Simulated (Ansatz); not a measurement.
Input and command of a plane-wave DFT calculation in Ansatz:

```yaml
crystal:
  lattice:
    - [0.0, 1.85401125, 1.8064725]
    - [1.85401125, 0.0, 1.8064725]
    - [1.85401125, 1.85401125, 0.0]
  atoms:
    - { symbol: Rh, position: [0.0, 0.0, 0.0] }
basis:
  ecutwfc: 420
kpoints:
  mp_grid: { grid: [22, 22, 22] }
hamiltonian:
  xc: pbesol
scf:
  occupations: { method: gaussian, width: 0.15 }
output:
  forces: true
  stress: true
  eigenvalues: true
```

```bash
ansatz run input.yaml --threads 1 --pin off --max-ram 2560MiB --backend cpu --events-out ev --progress --plain --runs-dir out
```

Processor: Intel(R) Xeon(R) Platinum 8375C CPU @ 2.90GHz (Ice Lake), 1 thread, on a host shared with other jobs.

Question: How long does it run, and how much memory does it take?

Answer: About 7.9 s on 1 thread of Intel(R) Xeon(R) Platinum 8375C CPU @ 2.90GHz (Ice Lake), with other jobs on the host, peak memory 0.45 GiB. It solves 13 bands at 834 k points (the mesh reduced by symmetry) with about 259 plane waves, in 6 SCF iterations.
